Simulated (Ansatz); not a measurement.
# HfSc: how the axes shrink under pressure

HfSc, P-6m2, a = 3.196 Å, c = 5.029 Å. The structure is a Materials Project entry; whether it is the stable form wasn't checked. Ansatz: PBEsol, PAW, 420 eV, Γ-centred 15×15×8 mesh on 2 atoms, Gaussian smearing 0.10 eV; no spin polarisation. Cell and atoms are relaxed at each pressure, and no other structure is tried, so the rows at high pressure may lie past a change of phase. y = 100 ln(c/c0) with c0 = 5.0292 Å, so nearly a change in per cent. The pressures are the targets, met within 0.03 GPa.

| P (GPa) | y | 100 ln(a/a0) |
| --- | --- | --- |
| -1.0 | ? | ? |
| 0.0 | 0.00 | 0.00 |
| 1.0 | -0.42 | -0.38 |
| 4.0 | -1.51 | -1.47 |
| 12.0 | -4.20 | -3.79 |
| 25.0 | -6.97 | -7.10 |
| 50.0 | -10.01 | -12.50 |
| 90.0 | -13.63 | -18.18 |

**Question.** Fit y = c1 P + c2 P² to the other rows, give the linear compressibility along c, and predict the missing y.

**Answer.** Least squares on the rows shown. y = −0.3018 P + 0.001697 P². The linear compressibility along c is −c1/100 = 3.02 per TPa, against 3.16 along a from the same fit to the last column (its missing entry is 0.40): the crystal is about as stiff along both at low pressure, though at 90 GPa 100 ln(a/a0) is -18.2 and y -13.6. The runs next to zero pressure give 4.13 and 3.88, so a parabola over the whole range misstates the start. With a term in P³ added, the coefficient of P becomes -0.4051, 34 % more, which shows how far this figure hangs on the form. At P = -1.0 the fit asked for gives 0.30. The run gave 0.41, so the fit is 0.11 too low, within the rms miss on the fitted rows (0.55): the form describes this series only roughly. The parabola turns at P = 88.9, between the two outer rows, which can neither show nor exclude a turn there.

The mesh isn't the same in all rows (15×15×8, 18×18×10). Spin–orbit coupling is left out, which can shift energies with elements as heavy as these.